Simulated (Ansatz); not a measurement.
The relaxed structure here is a generated cell of Pt: the first start was made by placing the elements on the sites of a structure type, and the end was not matched to a known phase here, so it may be hypothetical. Known forms of Pt include space group No. 225.

One starting cell of Pt (a generated trial cell of Pt in the beta-W structure type) was relaxed twice with Ansatz (plane waves, PAW, scalar-relativistic): with r2SCAN at 500 eV and with PBE at 420 eV. The r2SCAN result:

```
CELL_PARAMETERS angstrom
      5.02446     0.00000     0.00000
      0.00000     5.02446     0.00000
      0.00000     0.00000     5.02446
ATOMIC_POSITIONS crystal
  Pt 0.25000 0.00000 0.50000
  Pt 0.75000 0.00000 0.50000
  Pt 0.00000 0.50000 0.25000
  Pt 0.00000 0.50000 0.75000
  Pt 0.50000 0.25000 0.00000
  Pt 0.50000 0.75000 0.00000
  Pt 0.00000 0.00000 0.00000
  Pt 0.50000 0.50000 0.50000
```

```
quantity                          r2SCAN    PBE
--------------------------------  ------  -----
space group                        Pm-3n  Pm-3n
volume (Å³/atom)                   15.86      ?
a (Å)                              5.024      ?
gap (eV, no spin-orbit coupling)    0.00      ?
```

Problem. What does PBE give for the same quantities?

Solution. 
- volume (Å³/atom), PBE: 16.23
- a (Å), PBE: 5.063
- gap (eV, no spin-orbit coupling), PBE: 0.00

Both levels end in the same structure; PBE's volume is 2.3 % larger. Neither column is exact.

No spin polarisation in the result.

The run could not lose the symmetry of its start: the end is stationary, and may be a saddle point rather than a minimum.

All atoms sit on sites fixed by symmetry, so only the cell could relax.

Ansatz is a quantum-chemistry and plane-wave program.
